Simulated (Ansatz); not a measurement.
According to DFT-LDA in the program Ansatz with PAW potentials, Tc in the hcp (Mg type) structure (P6_3/mmc) relaxes to a = 2.710 Å, c = 4.332 Å. Tc has 12 nearest neighbours from 2.67 Å (anticuboctahedral).

Electronic character: metallic (no gap).

The LDA relaxation kept the symmetry of its start. The run is not spin-polarised. Axis ratios of metals converge slowly with the k-mesh, so a and c are less sure than the volume. Scalar-relativistic: spin–orbit coupling is off unless named, which matters more the heavier the elements.

Potentials: the earlier of the program's two PAW sets.
